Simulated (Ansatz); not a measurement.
Simulated powder pattern, Fe Kα, λ = 1.93735 Å (kinematic, ideal powder, no thermal factors, no anomalous dispersion; the 30 strongest lines at most, above 1 %, up to 2θ = 90°):

```tsv
2θ (°)	d (Å)	I/Imax (%)
14.88	7.481	22
30.02	3.741	49
43.57	2.610	91
45.72	2.494	15
46.29	2.464	13
53.82	2.140	100
62.39	1.870	5.3
64.99	1.803	30
79.16	1.520	9.8
80.01	1.507	24
80.69	1.496	5.5
81.95	1.477	1.7
87.74	1.398	20
```

The pattern belongs to a structure relaxed with DFT-PBE in the program Ansatz with PAW potentials.

Task: Which compound is it?
A. AlB2W2, P-6m2 (W on 2h, Al on 1a, B on 1b, B on 1f)
B. AlBN2, chalcopyrite
C. TiB2, MoSi2 or CaC2 type
D. Nb2AlB2, P-6m2 (Nb on 2h, Al on 1a, B on 1b, B on 1f)

Result: A, AlB2W2, P-6m2 (W on 2h, Al on 1a, B on 1b, B on 1f)

Task: Give the lattice parameters.

Result: a = 3.014 Å, c = 7.481 Å.

The start of the workflow was typed in or built on a structure type; neither database checked (COD, Materials Project) lists it. Whether it is the stable phase at ambient conditions was not checked. The cell was relaxed with PBE under the symmetry of its start; its stability against distortions is not shown here. The run is not spin-polarised. Scalar-relativistic: spin–orbit coupling is off unless named, which matters more the heavier the elements.

Potentials: the earlier of the program's two PAW sets.
